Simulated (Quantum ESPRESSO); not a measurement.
# SiMgGa2P4: a curve over one atom's position

A calculation, not a measurement. The program is pw.x of Quantum ESPRESSO 7.5 (plane-wave density functional theory). The cell is made up: 8 atoms on a zincblende/diamond lattice, with randomly drawn elements, strain and displacements, not relaxed. PseudoDojo standard norm-conserving files (v0.5 for PBE, v0.4.1 for LDA and PBEsol) set the functional; there is no spin polarisation, spin-orbit coupling or dispersion term, and the masses in the input are unused placeholders.

Seven runs move atom 3 (Ga, counted in the order of the input) along x and keep all else fixed.

Input of the run at +0.0224:

```
&control calculation='scf', pseudo_dir='./dojo.nc.sr.pbe.v0_5.standard.upf', outdir='./o', disk_io='low', tprnfor=.true., tstress=.true. /
&system ibrav=0, nat=8, ntyp=4, nbnd=36, ecutwfc=84.00895049, nosym=.true., tot_charge=0,
 occupations='smearing', smearing='fd', degauss=0.0018374661
/
&electrons conv_thr=7.350e-09, electron_maxstep=60, /
ATOMIC_SPECIES
Ga 1.0 Ga.upf
Mg 1.0 Mg.upf
P 1.0 P.upf
Si 1.0 Si.upf
CELL_PARAMETERS angstrom
5.4879 0.0374 0.0079
0.0374 5.5687 -0.103
0.0079 -0.103 5.5202
ATOMIC_POSITIONS angstrom
Si -0.0305 0.0586 -0.017
Mg 0.0508 2.7153 2.7289
Ga 2.8189 -0.0085 2.7232
Ga 2.7442 2.8479 -0.0439
P 1.3099 1.3553 1.3042
P 1.4401 4.0744 4.0728
P 4.0736 1.3128 4.0839
P 4.1502 4.1463 1.3381
K_POINTS automatic
4 4 4 1 1 1
```

```
shift of atom 3 along x (Å)  free energy less that of the input shown (eV)  Fx on atom 3 (eV/Å)  Fy on atom 3 (eV/Å)  Fz on atom 3 (eV/Å)  pressure (GPa)  iterations
                    -0.1028                                        -0.0935               -0.150               -0.528               -0.003            0.46          10
                    -0.0717                                        -0.0842               -0.446               -0.523               -0.028            0.52          10
                    -0.0498                                        -0.0722               -0.655               -0.520               -0.046            0.57          10
                    +0.0224                                         0.0000               -1.343               -0.515               -0.104            0.78          10
                    +0.0423                                         0.0286               -1.531               -0.514               -0.120            0.86          10
                    +0.0560                                         0.0505               -1.661               -0.513               -0.131            0.92          10
                    +0.1020                                         0.1368               -2.089               -0.513               -0.166            1.13          10
```

A cubic fit gives dFx/dx = -9.53 eV/Å² at zero shift. Across the table the free energy follows the integral of the force to within 0.1 meV. A rerun of one of the cells at 1437 eV and a 6 x 6 x 6 mesh moved values by no more than 0.008 eV in energy, 0.02 GPa in stress and 0.003 eV/Å in force.